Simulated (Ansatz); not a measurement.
Clamped-ion strain scan in Al

Level of theory: Ansatz, DFT PBEsol, scalar-relativistic, plane waves, PAW. The runs took a 420 eV cutoff, a Γ-centred 18×18×10 mesh and Gaussian smearing (0.15 eV). No spin polarisation. Energies are free energies at this smearing, counted from the undisturbed cell; pressure is positive in compression.

The undisturbed cell (as given, not relaxed at this level; it stands at -1.4 GPa; this form isn't the usual structure):

```
CELL_PARAMETERS angstrom
2.81246 0.00000 0.00000
-1.40623 2.43566 0.00000
0.00000 0.00000 4.86685
ATOMIC_POSITIONS crystal
Al 0.66667 0.33333 0.75000
Al 0.33333 0.66667 0.25000
```

The cell is strained by ε times the Voigt pattern (1, 1, 0, 0, 0, 0) (xx, yy, zz, yz, xz, xy; engineering shear) with fractional coordinates fixed. The cell is metallic on the mesh throughout.

| ε | ΔE (meV/atom) |
| --- | --- |
| -0.1000 | 286.8 |
| -0.0750 | 142.9 |
| -0.0500 | 54.8 |
| -0.0250 | 10.3 |
| 0.0000 | 0.0 |
| 0.0250 | 15.0 |
| 0.0500 | 47.2 |
| 0.0750 | 92.2 |
| 0.0875 | 118.8 |
| 0.1000 | 147.7 |

(1) Predict the stress summed along the pattern (GPa, tension positive) at each point.

Answers

(1)
```
      ε  stress summed along the pattern (GPa, tension positive)
-0.1000                                                   -75.03
-0.0750                                                   -47.39
-0.0500                                                   -26.14
-0.0250                                                   -10.14
 0.0000                                                     1.34
 0.0250                                                     9.34
 0.0500                                                    14.25
 0.0750                                                    18.18
 0.0875                                                    19.63
 0.1000                                                    20.91
```